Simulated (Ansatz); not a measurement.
Input, command and steps of an Ansatz relaxation.

```yaml
crystal:
  lattice:
    - [3.6690306029, -3.1422115744, 0.0]
    - [3.6690306029, 3.1422115744, 0.0]
    - [0.0, 0.0, 8.5681981871]
  atoms:
    - { symbol: Mn, position: [0.4589046173, 0.5410953827, 0.75] }
    - { symbol: Mn, position: [0.5410953827, 0.4589046173, 0.25] }
    - { symbol: Al, position: [0.6058981569, 0.0292127393, 0.75] }
    - { symbol: Al, position: [0.3941018431, 0.9707872607, 0.25] }
    - { symbol: Al, position: [0.326303001, 0.326303001, 0.0] }
    - { symbol: Al, position: [0.673696999, 0.673696999, 0.5] }
    - { symbol: Al, position: [0.673696999, 0.673696999, 0.0] }
    - { symbol: Al, position: [0.326303001, 0.326303001, 0.5] }
    - { symbol: Al, position: [0.8576061318, 0.1423938682, 0.0996198922] }
    - { symbol: Al, position: [0.1423938682, 0.8576061318, 0.5996198922] }
    - { symbol: Al, position: [0.8576061318, 0.1423938682, 0.4003801078] }
    - { symbol: Al, position: [0.1423938682, 0.8576061318, 0.9003801078] }
    - { symbol: Al, position: [0.0292127393, 0.6058981569, 0.25] }
    - { symbol: Al, position: [0.9707872607, 0.3941018431, 0.75] }
basis:
  ecutwfc: 420
kpoints:
  mp_grid: { grid: [8, 8, 4] }
hamiltonian:
  xc: pbesol
scf:
  occupations: { method: gaussian, width: 0.1 }
output:
  forces: true
  stress: true
  eigenvalues: true
relax:
  adjacent_minimum: "off"
  f_tol: 0.01
  max_steps: 30
  cell: { stress_tol: 0.1, fix: [volume] }
```

```bash
ansatz run input.yaml --threads 4 --pin off --max-ram 10240MiB --backend cpu --events-out ev --progress --plain --runs-dir out
```

Computed with DFT PBEsol, scalar-relativistic, plane waves, PAW (Ansatz).

The volume is held at 0.94 times that of the relaxed cell.

Of 4 frames 3 are shown, positions in Å and forces in eV/Å; the SCF threshold varies from step to step. Steps run on the plane waves of an earlier cell, with a Pulay correction in the pressure. The basis is chosen afresh for the last frame, the zero of the energies, and at times for earlier ones too; energy and pressure can step there, also at an unchanged geometry. Where two frames share a geometry here, they differ by under 2 meV/atom and 0.3 GPa.

```xyz
14
Lattice="3.6690 -3.1422 0.0000 3.6690 3.1422 0.0000 0.0000 0.0000 8.5682" Properties=species:S:1:pos:R:3:forces:R:3 pbc="T T T" step=1 free_energy_over_end_meV_per_atom=0.18 pressure_GPa=7.80
Mn    3.6690    0.2583    6.4261    0.0000   -0.0725    0.0000
Mn    3.6690   -0.2583    2.1420    0.0000    0.0725    0.0000
Al    2.3302   -1.8121    6.4261    0.0084   -0.0446    0.0000
Al    5.0078    1.8121    2.1420   -0.0084    0.0446    0.0000
Al    2.3944    0.0000    0.0000   -0.0522    0.0000    0.0000
Al    4.9436    0.0000    4.2841    0.0522    0.0000    0.0000
Al    4.9436    0.0000    0.0000    0.0522    0.0000    0.0000
Al    2.3944    0.0000    4.2841   -0.0522    0.0000    0.0000
Al    3.6690   -2.2473    0.8536    0.0000   -0.0348   -0.0603
Al    3.6690    2.2473    5.1377    0.0000    0.0348   -0.0603
Al    3.6690   -2.2473    3.4305    0.0000   -0.0348    0.0603
Al    3.6690    2.2473    7.7146    0.0000    0.0348    0.0603
Al    2.3302    1.8121    2.1420    0.0084    0.0446    0.0000
Al    5.0078   -1.8121    6.4261   -0.0084   -0.0446    0.0000
14
Lattice="3.6723 -3.1398 0.0000 3.6723 3.1398 0.0000 0.0000 0.0000 8.5673" Properties=species:S:1:pos:R:3:forces:R:3 pbc="T T T" step=2 free_energy_over_end_meV_per_atom=0.02 pressure_GPa=7.70
Mn    3.6723    0.2504    6.4255    0.0000   -0.0226    0.0000
Mn    3.6723   -0.2504    2.1418    0.0000    0.0226    0.0000
Al    2.3333   -1.8213    6.4255    0.0027    0.0002    0.0000
Al    5.0112    1.8213    2.1418   -0.0027   -0.0002    0.0000
Al    2.3939    0.0000    0.0000   -0.0054    0.0000    0.0000
Al    4.9507    0.0000    4.2836    0.0054    0.0000    0.0000
Al    4.9507    0.0000    0.0000    0.0054    0.0000    0.0000
Al    2.3939    0.0000    4.2836   -0.0054    0.0000    0.0000
Al    3.6723   -2.2425    0.8507    0.0000   -0.0001   -0.0187
Al    3.6723    2.2425    5.1344    0.0000    0.0001   -0.0187
Al    3.6723   -2.2425    3.4329    0.0000   -0.0001    0.0187
Al    3.6723    2.2425    7.7166    0.0000    0.0001    0.0187
Al    2.3333    1.8213    2.1418    0.0027   -0.0002    0.0000
Al    5.0112   -1.8213    6.4255   -0.0027    0.0002    0.0000
14
Lattice="3.6715 -3.1426 0.0000 3.6715 3.1426 0.0000 0.0000 0.0000 8.5613" Properties=species:S:1:pos:R:3:forces:R:3 pbc="T T T" step=4 free_energy_over_end_meV_per_atom=0.00 pressure_GPa=7.68
Mn    3.6715    0.2485    6.4210    0.0000    0.0018    0.0000
Mn    3.6715   -0.2485    2.1403    0.0000   -0.0018    0.0000
Al    2.3335   -1.8244    6.4210    0.0002    0.0005    0.0000
Al    5.0096    1.8244    2.1403   -0.0002   -0.0005    0.0000
Al    2.3924    0.0000    0.0000    0.0064    0.0000    0.0000
Al    4.9507    0.0000    4.2806   -0.0064    0.0000    0.0000
Al    4.9507    0.0000    0.0000   -0.0064    0.0000    0.0000
Al    2.3924    0.0000    4.2806    0.0064    0.0000    0.0000
Al    3.6715   -2.2423    0.8480    0.0000    0.0011   -0.0070
Al    3.6715    2.2423    5.1287    0.0000   -0.0011   -0.0070
Al    3.6715   -2.2423    3.4326    0.0000    0.0011    0.0070
Al    3.6715    2.2423    7.7133    0.0000   -0.0011    0.0070
Al    2.3335    1.8244    2.1403    0.0002   -0.0005    0.0000
Al    5.0096   -1.8244    6.4210   -0.0002    0.0005    0.0000
```

It took 20 s on 4 threads of Oxide Virtual Turin-like Processor (Zen 5), on a shared host, peak memory 0.91 GiB.

Spin polarisation was left out, and a magnetic state may lie lower.